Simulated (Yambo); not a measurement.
Yambo run on Ga2O3 (corundum, space group R-3c, No. 167). The wavefunctions are PBE (stringent potentials; Quantum ESPRESSO, PseudoDojo norm-conserving, 114 Ry, scalar-relativistic) ones on a 4×4×4 mesh (60 occupied bands); a = b = c = 5.330 Å, α = β = γ = 55.93°.

Yambo input:

```
rim_cut
gw0
dyson
el_el_corr
HF_and_locXC
ppa
em1d
RandQpts= 1000000
RandGvec= 1 Ry
EXXRLvcs= 114 Ry
VXCRLvcs= 456 Ry
Chimod= "HARTREE"
% BndsRnXp
 17 | 237 |
%
NGsBlkXp= 6 Ry
% LongDrXp
 1.0 | 1.0 | 1.0 |
%
PPAPntXp= 27.2114 eV
% GbndRnge
 1 | 237 |
%
GTermKind= "BG"
DysSolver= "n"
ExtendOut
% QPkrange
 1 | 1 | 60 | 61 |
 2 | 2 | 60 | 60 |
%
```

k points by index: 1 = Γ, 2 = (0, 0, 0.25).

Resulting energies as the program prints them:

```
#    K-point    Band    Eo [eV]    E [eV]    E-Eo [eV]    Vxc [eV]    Vnlxc [eV]    Sc|Eo [eV]    Sc|E [eV]    dSc/dw|Eo [eV]    Re(Z)    Im(Z)
#
    1    60    -0.209817    -0.878301    -0.668485    -20.67511    -26.02604    4.511196    4.682446    -6.969754    0.796092    -0.001138
    1    61    2.861487    3.515543    0.654056    -16.15397    -12.00367    -3.374284    -3.496247    -5.073726    0.842846    -0.799578E-3
    2    60    0.000000    -0.674038    -0.674038    -21.05765    -26.48026    4.575902    4.748574    -6.969785    0.796091    -0.001129
```
(The two width columns are left out.) Convergence of these settings isn't established.

Spin-orbit coupling is not included.

Geometry relaxed with PBEsol.

This is not the ordinary phase of the substance.
